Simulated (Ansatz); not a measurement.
Frozen-phonon scan for Sc (fcc, Cu type)

Sc (fcc, Cu type)

```
CELL_PARAMETERS angstrom
      0.00000     4.47236     4.47236
      2.23618     0.00000     2.23618
      2.23618     2.23618     0.00000
ATOMIC_POSITIONS crystal
  Sc 0.00000 0.00000 0.00000
  Sc 0.50000 0.00000 0.00000
```

The atoms are displaced by Q × the pattern below (from a DFPT mode at L = (0.5, 0.0, 0.0), largest move 1; Q in Å), at fixed cell. It is one choice among 2 degenerate patterns. (q is in reciprocal vectors of the primitive cell; the cell shown is doubled to hold the pattern.)

| atom | x | y | z |
|---|---|---|---|
| Sc1 | 0.285 | -0.520 | 0.805 |
| Sc2 | -0.285 | 0.520 | -0.805 |

Calculation: LDA (plane waves to 420 eV, PAW, scalar-relativistic; Ansatz, a quantum-chemistry and plane-wave program). k mesh 9×18×18 (Γ-centred), Fermi-Dirac smearing 0.05 eV. The energy includes the smearing's −TS. With partly filled bands, energies and forces of such displacements shift with the k mesh and the smearing. Sc is run without spin polarisation. Sc was relaxed with its symmetry unable to fall. This is one of several known forms of Sc; the measured ambient cells at hand have space group No. 194. ΔE is measured from the undisplaced structure.

```json
[
 {"Q (Å)": "-0.280", "ΔE (eV/cell)": "0.135", "−dE/dQ from forces (eV/Å)": "0.928"},
 {"Q (Å)": "-0.233", "ΔE (eV/cell)": "0.095", "−dE/dQ from forces (eV/Å)": "0.800"},
 {"Q (Å)": "-0.187", "ΔE (eV/cell)": "0.061", "−dE/dQ from forces (eV/Å)": "0.647"},
 {"Q (Å)": "-0.140", "ΔE (eV/cell)": "0.035", "−dE/dQ from forces (eV/Å)": "0.487"},
 {"Q (Å)": "-0.093", "ΔE (eV/cell)": "0.015", "−dE/dQ from forces (eV/Å)": "0.329"},
 {"Q (Å)": "-0.047", "ΔE (eV/cell)": "0.004", "−dE/dQ from forces (eV/Å)": "0.166"},
 {"Q (Å)": "0.000", "ΔE (eV/cell)": "0.000", "−dE/dQ from forces (eV/Å)": "0.000"},
 {"Q (Å)": "0.047", "ΔE (eV/cell)": "0.004", "−dE/dQ from forces (eV/Å)": "-0.166"},
 {"Q (Å)": "0.093", "ΔE (eV/cell)": "0.015", "−dE/dQ from forces (eV/Å)": "-0.329"},
 {"Q (Å)": "0.140", "ΔE (eV/cell)": "0.035", "−dE/dQ from forces (eV/Å)": "-0.487"},
 {"Q (Å)": "0.187", "ΔE (eV/cell)": "0.061", "−dE/dQ from forces (eV/Å)": "-0.647"},
 {"Q (Å)": "0.233", "ΔE (eV/cell)": "0.095", "−dE/dQ from forces (eV/Å)": "-0.800"},
 {"Q (Å)": "0.280", "ΔE (eV/cell)": "0.135", "−dE/dQ from forces (eV/Å)": "-0.928"}
]
```

Key numbers:

* **Energy at Q = 0.280 Å**: 135 meV/cell
* **Space group of the distorted cell**: P-1 (No. 2), lowered from Fm-3m
* **Symmetry of the curve**: even: the same for both signs
* **Shape of the curve**: a single well with its minimum at or next to zero displacement
* **Harmonic wavenumber from the curvature (finite differences)**: 104 cm⁻¹
* **Wavenumber by perturbation theory (DFPT, on another k mesh)**: 104 cm⁻¹

(A displaced cell: forces are minus the slopes of the energy, force constants its curvatures, and phonons follow from these.)
